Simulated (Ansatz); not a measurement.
Ansatz (a program for electronic structure) input:

Ansatz 0.2 input:
```yaml
crystal:
  lattice:
    - [4.6812795812, 0.0, 0.0]
    - [0.0, 4.6812795812, 0.0]
    - [0.0, 0.0, 4.6812795812]
  atoms:
    - { symbol: B, position: [0.5, 0.5, 0.5] }
    - { symbol: In, position: [0.0, 0.0, 0.0] }
    - { symbol: Sc, position: [0.0, 0.5, 0.5] }
    - { symbol: Sc, position: [0.5, 0.0, 0.5] }
    - { symbol: Sc, position: [0.5, 0.5, 0.0] }
kpoints:
  mp_grid: { grid: [9, 9, 9] }
hamiltonian:
  xc: r2scan
  pseudopotentials: { kind: paw }
scf:
  occupations: { method: fermi_dirac, width: 0.1 }
phonons:
  method: dfpt
  response_accuracy: low
  eigenvectors: true
  rigid_motions: translations
```

Output (shortened):

```
Pseudopotential: B, paw, valence charge 3
Pseudopotential: In, paw, valence charge 13
Pseudopotential: Sc, paw, valence charge 11
Functional definition: r2SCAN
Crystal: 5 atoms, lattice volume = 102.587 Å³
Basis set: ecut = 500 eV, 2553 PW (Γ), exchange–correlation on 180×180×180 points (125 copies of the dense FFT grid, shifted against one another)
Bands: 30, of which v1, the nominal top of the filled ones, is band 25 counted from 1 (24 counted from 0)
Symmetry: 48 space group operations
k-points: 205 of 729 (irreducible under 2 space group operations, time reversal used)
SCF iter   1: F=—  HF=-12192.675877 eV  |F-HF|=—  |Δ(HF+E_count)|=         —  Δρ=1.17e-2  dr2=1.98e-1  dr2_τ=1.20e-1  ethr=1.77e-3  ⟨swp⟩=5.2  Hψ=24548  notcnv=0
preconditioner: auto → Kerker (q_TF=auto, 2.412 Å⁻¹)
SCF iter   2: F=—  HF=-12192.725691 eV  |F-HF|=—  |Δ(HF+E_count)|=   4.98e-2  Δρ=4.88e-3  dr2=4.46e-2  dr2_τ=1.13e-3  ethr=4.05e-4  ⟨swp⟩=3.1  Hψ=12470  notcnv=0
SCF iter   3: F=—  HF=-12192.717662 eV  |F-HF|=—  |Δ(HF+E_count)|=   8.03e-3  Δρ=1.41e-3  dr2=3.56e-3  dr2_τ=1.93e-4  ethr=9.10e-5  ⟨swp⟩=2.3  Hψ=9932  notcnv=0
SCF iter   4: F=—  HF=-12192.717792 eV  |F-HF|=—  |Δ(HF+E_count)|=   1.31e-4  Δρ=3.99e-4  dr2=3.09e-4  dr2_τ=1.27e-5  ethr=7.27e-6  ⟨swp⟩=2.0  Hψ=7544  notcnv=0
SCF iter   5: F=—  HF=-12192.717799 eV  |F-HF|=—  |Δ(HF+E_count)|=   6.45e-6  Δρ=1.19e-4  dr2=2.44e-5  dr2_τ=5.85e-7  ethr=6.30e-7  ⟨swp⟩=2.0  Hψ=7747  notcnv=0
SCF iter   6: F=—  HF=-12192.717808 eV  |F-HF|=—  |Δ(HF+E_count)|=   8.94e-6  Δρ=2.83e-5  dr2=6.84e-7  dr2_τ=3.69e-8  ethr=4.99e-8  ⟨swp⟩=2.0  Hψ=7884  notcnv=0
SCF iter   7: F=—  HF=-12192.717808 eV  |F-HF|=—  |Δ(HF+E_count)|=   6.37e-7  Δρ=9.85e-6  dr2=1.29e-7  dr2_τ=2.99e-9  ethr=1.40e-9  ⟨swp⟩=2.1  Hψ=8961  notcnv=0
SCF iter   8: F=—  HF=-12192.717808 eV  |F-HF|=—  |Δ(HF+E_count)|=   7.01e-8  Δρ=3.14e-6  dr2=1.17e-8  dr2_τ=2.82e-10  ethr=2.63e-10  ⟨swp⟩=3.0  Hψ=11664  notcnv=0
SCF iter  11: F=-12192.717808 eV  HF=-12192.717808 eV  |F-HF|=0.00e0  |Δ(HF+E_count)|=  1.27e-11  Δρ=5.00e-8  dr2=2.41e-12  dr2_τ=2.17e-13  ethr=1.00e-12  ⟨swp⟩=6.0  Hψ=24670  notcnv=0
SCF 1 converged in 11 iterations: F = -12192.717808 eV  dr2 = 2.41e-12
DFPT response loops at Γ: preconditioner auto → Kerker (q_TF=auto, 2.412 Å⁻¹) (partly filled bands, converged f_vac=0.000) …
SCF converged after 11 iterations
Free energy (F): -12192.717808 eV
Harris-Foulkes:  -12192.717808 eV  (|F-HF|=0.00e0)
Internal energy: -12192.590993 eV  (E = F + TS)
E sigma→0 (E₀):  -12192.654401 eV
Entropy (-TS):   -0.126815 eV (-25.363 meV/atom)
Fermi energy:    9.439755 eV
--- Per-component energies (eV) ---
  E_band       = -537.880539
  E_kinetic    = 1073.200977
  E_local      = -3567.497736  (includes V_loc(G=0)·N_el)
  E_nonlocal   = 620.508107
  E_hartree    = 1275.302482
  E_xc         = -534.375775
  E_vxc        = -575.059496  (∫ρ·V_xc dr)
  E_paw        = -7154.605203  (= ΣΔE_a)
  E_vpaw       = -677.243649  (= ΣTr[D̂ρ^β])
  E_aug_tail   = 0.000020  (compensation charges beyond the density's cutoff)
  E_vtau       = 37.606293  (kinetic-family band-sum trace: ∫τ·v_τ [+ j·A + Jᵃ·Aᵃ] dr)
  E_ewald      = -3905.355494
  E_core_change = 0.231628  (= ΣΔE_core)
  E_smearing   = -0.126815  (= −TS)
  E_closure    = 0.000000  (closes the sum)
  Σ components = -12192.717808   (vs F -12192.717808, Δ=0.00e0)
  [band-id]    e_kinetic+e_local+e_nonlocal+2·e_hartree+e_vxc+e_vpaw+e_augmentation_tail+e_vtau = -537.880519   (vs E_band -537.880539, Δ=1.98e-5)
--- Band table (eV; the first three rows and the last of 205) ---
  k-point 0: bands = ["-41.7415", "-41.6881", "-41.6881", "-19.5015", "-19.5015", "-19.5015", "-19.4043", "-19.4043", "-19.4043", "-19.1650", "-19.1650", "-19.1650", "-4.4850", "-4.4850", "-4.4794", "-4.4794", "-4.4794", "1.5348", "4.0103", "9.1167", …
  k-point 1: bands = ["-41.7400", "-41.6896", "-41.6881", "-19.4978", "-19.4978", "-19.4968", "-19.4057", "-19.4057", "-19.4049", "-19.1711", "-19.1675", "-19.1675", "-4.4843", "-4.4820", "-4.4793", "-4.4790", "-4.4790", "1.6229", "4.0354", "8.5575", …
  k-point 2: bands = ["-41.7360", "-41.6936", "-41.6881", "-19.4874", "-19.4874", "-19.4840", "-19.4097", "-19.4097", "-19.4062", "-19.1875", "-19.1741", "-19.1741", "-4.4823", "-4.4789", "-4.4779", "-4.4779", "-4.4743", "1.8766", "4.0695", "7.8274", …
  k-point 204: bands = ["-41.7102", "-41.7053", "-41.7020", "-19.5277", "-19.4647", "-19.4619", "-19.3964", "-19.3941", "-19.3700", "-19.3314", "-19.1949", "-19.0976", "-4.4888", "-4.4771", "-4.4771", "-4.4657", "-4.4455", "3.5753", "4.5215", "6.4228", …
--- Phonons (Γ-DFPT): 4 representative perturbations + reference, on 205 of 729 k-points (Σ response iterations 28) ---
  ASR residual: 2.742e-3 → 0.000e0 eV/Å²; symmetrization residual: 6.425e-5 eV/Å²
  ASR residual per site (eV/Å²): 2.32e-4 2.64e-4 2.74e-3 2.74e-3 2.74e-3
  Γ frequencies (cm⁻¹): 0.00 0.00 0.00 118.74 118.74 118.74 152.24 152.24 152.24 233.04 233.04 233.04 461.65 461.65 461.65
  non-analytic LO–TO correction: not included (Born effective charges unavailable; polar crystals: no LO–TO splitting at Γ)
```

Cost: roughly 20 core-minutes on shared cores.

Space group Pm-3m (anti-perovskite). The workflow started from an entry of the Crystallography Open Database (COD). Its standing as an ambient phase is unchecked. The r²SCAN relaxation kept the symmetry of its start; of distortions, only those at the zone centre were tested. No spin polarisation was allowed. As this level gives no gap, phonon frequencies hold no LO–TO term and depend on the k-mesh and smearing (Fermi–Dirac, 0.1 eV here). Scalar-relativistic: spin–orbit coupling is off unless named, which matters more the heavier the elements.

Potentials: the later of the program's two PAW sets.

Ansatz is a plane-wave DFT program.
